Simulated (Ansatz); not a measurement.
**Field gradients of Si₃N₄ from run to run**

Cell of run 1: an entry of the Crystallography Open Database (COD; perhaps a calculated or model structure), atoms as given.

```cif
data_Si3N4
_symmetry_space_group_name_H-M 'P6_3/m'
_symmetry_Int_Tables_number 176
_cell_length_a 7.6044
_cell_length_b 7.6044
_cell_length_c 2.9063
_cell_angle_alpha 90.000
_cell_angle_beta 90.000
_cell_angle_gamma 120.000
loop_
_atom_site_label
_atom_site_type_symbol
_atom_site_symmetry_multiplicity
_atom_site_Wyckoff_symbol
_atom_site_fract_x
_atom_site_fract_y
_atom_site_fract_z
Si Si 6 h 0.7685 0.1746 0.2500
N7 N 6 h 0.0306 0.3303 0.2500
N13 N 2 d 0.6667 0.3333 0.2500
```

One atom of each set is listed.

Relaxed positions (PBE, cell held):

Si (0.7680, 0.1741, 0.2500)
N7 (0.0300, 0.3299, 0.2500)
N13 (0.6667, 0.3333, 0.2500)

All runs are DFT with Ansatz 0.2.0 (plane waves and PAW, scalar-relativistic unless spin–orbit coupling is named, Γ-centred meshes, Fermi–Dirac smearing where given) in this cell.

Run 1: PBE, gradients read without the response of the cores, atoms as given; 420 eV, 4×4×10 k-points, smearing 0.02 eV.
Run 2: PBE, gradients read without the response of the cores, atoms relaxed; 420 eV, 4×4×10 k-points, smearing 0.02 eV.
Run 3: r2SCAN, gradients read without the response of the cores, at the relaxed atoms; 500 eV, 4×4×10 k-points, smearing 0.02 eV.

```tsv
run	Si V_zz (η)	N7 V_zz (η)	N13 V_zz (η)
1	0.91 (0.25)	-5.14 (0.07)	-5.11 (0.00)
2	0.90 (0.26)	-5.14 (0.07)	-5.10 (0.00)
3	?	?	?
```

V_zz in 10²¹ V/m².

Task: Estimate the row of run 3.

Result: Si: 0.90 (0.23); N7: -5.15 (0.07); N13: -5.20 (0.00). It lies nearest to run 1, from whose tensors on these sites it differs by 0.09 at most (largest principal value of the difference, on N13). Taken one at a time, the functional (r2SCAN with its higher cutoff) moves the tensors on these sites by up to 0.10 (largest principal value of the change, on N13), the positions of the atoms (as given or relaxed) by 0.03 (N7).

The cell isn't the equilibrium one in runs 1, 2 (calculated pressure 6, 6 GPa), and the entry's cell may itself be off.
